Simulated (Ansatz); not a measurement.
ScIr3 (Cu3Au type, Pm-3m) at seven volumes, plane-wave PAW PBEsol (Ansatz code), scaled uniformly. One row is withheld.

```json
[
 {"V (Å³/atom)": "13.455", "P (GPa)": "32.08"},
 {"V (Å³/atom)": "13.898", "P (GPa)": "19.50"},
 {"V (Å³/atom)": "14.342", "P (GPa)": "?"},
 {"V (Å³/atom)": "14.785", "P (GPa)": "0.00"},
 {"V (Å³/atom)": "15.229", "P (GPa)": "-7.49"},
 {"V (Å³/atom)": "15.672", "P (GPa)": "-13.79"},
 {"V (Å³/atom)": "16.116", "P (GPa)": "-19.07"}
]
```

### Question
Fit the shown pressures and predict the withheld one.

### Answer
Third-order Birch–Murnaghan: P = (3/2)B₀(x^(7/2) − x^(5/2))[1 + (3/4)(B′ − 4)(x − 1)] with x = (V₀/V)^(2/3). Least squares on the six rows gives V₀ = 14.785 Å³/atom, B₀ = 271.7 GPa, B′ = 4.77. At V = 14.342, x = 1.0205 and P = 8.89 GPa. The run itself gave 8.91 GPa.

The workflow started from a Materials Project entry (that database holds measured and hypothetical structures alike); the Crystallography Open Database copy checked does not list it. Whether it is the stable phase at ambient conditions was not checked. The PBEsol relaxation kept the symmetry of its start; whether a distortion lowers the energy is not shown. No spin polarisation was allowed. Scalar-relativistic: spin–orbit coupling is off unless named, which matters more the heavier the elements.

Potentials: the later of the program's two PAW sets.
